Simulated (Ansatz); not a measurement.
Given:

AlPd3N:
```yaml
crystal:
  lattice:
    - [4.10648, 0.00000, 0.00000]
    - [0.00000, 4.10648, 0.00000]
    - [0.00000, 0.00000, 4.10648]
  atoms:
    - { symbol: Al, position: [0.00000, 0.00000, 0.00000] }
    - { symbol: Pd, position: [0.00000, 0.50000, 0.50000] }
    - { symbol: Pd, position: [0.50000, 0.00000, 0.50000] }
    - { symbol: Pd, position: [0.50000, 0.50000, 0.00000] }
    - { symbol: N, position: [0.50000, 0.50000, 0.50000] }
```

This is the r²SCAN-relaxed structure.

Question: All from DFT-r²SCAN in the program Ansatz with PAW potentials, unless another level is named. Estimate the electronic character.

Answer: metallic (no gap).

Question: Predict the density of states at the Fermi level.

Answer: 0.23 states/eV per atom (mean over ±0.08 eV).

Question: What about the formation energy from the elements (no fitted shifts)?

Answer: 0.008 eV/atom.

Question: Next, the gap with spin–orbit coupling?

Answer: none (metallic).

Space group Pm-3m (anti-perovskite). The start of the workflow was typed in or built on a structure type; neither database checked (COD, Materials Project) lists it. Whether it is the stable phase at ambient conditions was not checked. Symmetry was held in the r²SCAN relaxation; its stability against distortions is not shown here. No spin polarisation was allowed. The volume moved by 16 % from the start of the relaxation. The references are the lowest solids computed at this level, not always the standard phases (solids in place of the gases). Spin–orbit coupling is left out wherever it is not named.

Potentials: the earlier of the program's two PAW sets. The files were generated under PBE; for other functionals the program regenerates the frozen cores, and for LDA and PBEsol the local potential too.
